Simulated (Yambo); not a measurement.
Yambo run on AgI (wurtzite, space group P6_3mc, No. 186). The wavefunctions come from this Quantum ESPRESSO step (LDA, PseudoDojo standard norm-conserving files, scalar-relativistic):

```
&CONTROL
  calculation = 'nscf'
  pseudo_dir = './pseudo'
  outdir = './out'
/
&SYSTEM
  ibrav = 0
  nat = 4
  ntyp = 2
  ecutwfc = 86.0
  ecutrho = 344.0
  occupations = 'fixed'
  force_symmorphic = .true.
  nbnd = 206
/
&ELECTRONS
  conv_thr = 4e-09
  diago_full_acc = .true.
  diago_thr_init = 1e-08
/
ATOMIC_SPECIES
Ag 107.8682 Ag.upf
I 126.9045 I.upf
CELL_PARAMETERS angstrom
  4.482216292377   0.000000000000   0.000000000000
 -2.241108146189   3.881713174455   0.000000000000
  0.000000000000   0.000000000000   7.333964135000
ATOMIC_POSITIONS crystal
Ag   0.333333333000   0.666666667000   0.002713579400
Ag   0.666666666333   0.333333333667   0.502713579400
I   0.333333333000   0.666666667000   0.377186420600
I   0.666666666333   0.333333333667   0.877186420600
K_POINTS automatic
3 3 2 0 0 0
```

Yambo input:

```
rim_cut
gw0
dyson
el_el_corr
HF_and_locXC
ppa
em1d
RandQpts= 1000000
RandGvec= 1 Ry
EXXRLvcs= 86 Ry
VXCRLvcs= 344 Ry
Chimod= "HARTREE"
% BndsRnXp
 9 | 204 |
%
NGsBlkXp= 7 Ry
% LongDrXp
 1.0 | 1.0 | 1.0 |
%
PPAPntXp= 27.2114 eV
% GbndRnge
 1 | 204 |
%
GTermKind= "BG"
DysSolver= "n"
ExtendOut
% QPkrange
 1 | 1 | 26 | 27 |
 2 | 2 | 26 | 27 |
%
```

k points by index: 1 = Γ, 2 = A.

Resulting energies as the program prints them:

```
#    K-point    Band    Eo [eV]    E [eV]    E-Eo [eV]    Vxc [eV]    Vnlxc [eV]    Sc|Eo [eV]    Sc|E [eV]    dSc/dw|Eo [eV]    Re(Z)    Im(Z)
#
    1    26    0.000000    -0.720126    -0.720126    -17.29319    -20.75320    2.554623    2.739886    -6.999395    0.795401    -0.001390
    1    27    1.088881    1.630555    0.541674    -9.868636    -5.487682    -3.721494    -3.839280    -5.915797    0.821420    -0.001292
    2    26    -0.434201    -1.178646    -0.744446    -16.79265    -20.34826    2.618144    2.811169    -7.054420    0.794124    -0.001411
    2    27    2.455735    3.002249    0.546514    -10.28584    -5.776213    -3.840682    -3.963114    -6.094643    0.817009    -0.001321
```
(The two width columns are left out.) Convergence of these settings isn't established.

Spin-orbit coupling is not included.

Geometry relaxed with LDA.
